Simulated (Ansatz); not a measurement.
**Sc (fcc): energy against volume**

These are results of Ansatz, DFT, PBEsol, plane waves (420 eV) with PAW, scalar-relativistic, not measurements. (PAW data from PBE, frozen cores regenerated.)

The cell is scaled uniformly from the relaxed one, with fractional coordinates and shape fixed. Energies are extrapolated to zero smearing, pressures are those at the given smearing. Magnetic state: spin not included.

A Birch-Murnaghan fit gives V₀ = 23.57 Å³/atom, B₀ = 54 GPa, B₀′ = 3.1.

(1) What are the energy above the minimum and the pressure at 20.860 Å³/atom?

(2) What are the energy above the minimum and the pressure at 22.756 Å³/atom?

(3) What are the energy above the minimum and the pressure at 25.601 Å³/atom?

Answers

(1) 61.6 meV/atom and 8.26 GPa as computed.

(2) 5.0 meV/atom and 2.29 GPa as computed.

(3) 26.1 meV/atom and -3.66 GPa as computed.
